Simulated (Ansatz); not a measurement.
Question: Each is relaxed and computed with r²SCAN in the plane-wave PAW code Ansatz. Which is the only metal?
(A) ZnGeO3, R-3 (Zn on 6c, Ge on 6c, O on 18f)
(B) GePd2, P-62m (Ge on 2c, Ge on 1b, Pd on 3g, Pd on 3f)
(C) Rb2P2Pd, Cmcm (Rb on 4c, Rb on 4c, P on 8g, Pd on 4a)
(D) GePdS3, C2/m (Pearson symbol mS20)

Answer: B, GePd2, P-62m (Ge on 2c, Ge on 1b, Pd on 3g, Pd on 3f). GePd2: metal; GePdS3: gap 1.49 eV (indirect); Rb2P2Pd: gap 1.25 eV (indirect); ZnGeO3: gap 3.19 eV (indirect). Standing as an ambient phase not checked: GePd2, P-62m (Ge on 2c, Ge on 1b, Pd on 3g, Pd on 3f); GePdS3, C2/m (Pearson symbol mS20); Rb2P2Pd, Cmcm (Rb on 4c, Rb on 4c, P on 8g, Pd on 4a); ZnGeO3, R-3 (Zn on 6c, Ge on 6c, O on 18f). Weakly bound layers, chains or molecules computed without a dispersion correction, so cells and soft constants are ill determined: GePdS3, C2/m (Pearson symbol mS20). All cells were relaxed under the symmetry of their starts (and spin orders); stability against distortions was not tested throughout. Rows with no word on spin ran without spin polarisation. Spin–orbit coupling is left out wherever it is not named.

Potentials: the later of the program's two PAW sets.
